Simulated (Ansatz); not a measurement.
WSe₂:
```yaml
crystal:
  lattice:
    - [3.30261, 0.00000, 0.00000]
    - [-1.65130, 2.86014, 0.00000]
    - [0.00000, 0.00000, 13.22578]
  atoms:
    - { symbol: W, position: [0.66667, 0.33333, 0.75000] }
    - { symbol: W, position: [0.33333, 0.66667, 0.25000] }
    - { symbol: Se, position: [0.33333, 0.66667, 0.87579] }
    - { symbol: Se, position: [0.66667, 0.33333, 0.12421] }
    - { symbol: Se, position: [0.66667, 0.33333, 0.37579] }
    - { symbol: Se, position: [0.33333, 0.66667, 0.62421] }
```

Plane-wave PAW r²SCAN+D4 (Ansatz code) gives a gap of 1.17 eV without spin–orbit coupling, maximum at Γ, minimum on the K–Γ line, 46 % of the way from K.

**Question.** What happens when spin–orbit coupling is switched on?

**Answer.** The gap decreases by 0.08 eV, to 1.09 eV; maximum at Γ, minimum on the K–Γ line, 45 % of the way from K.

**Question.** Give the electron effective mass with spin–orbit coupling.

**Answer.** 0.46, 0.52, 0.58 mₑ (principal values).

**Question.** Give the hole effective mass with spin–orbit coupling.

**Answer.** 0.76, 0.76, 0.92 mₑ (principal values).

Space group P6_3/mmc. The r²SCAN+D4 relaxation kept the symmetry of its start; phonons on a q-mesh show no instability. The run is not spin-polarised.

Potentials: the later of the program's two PAW sets.
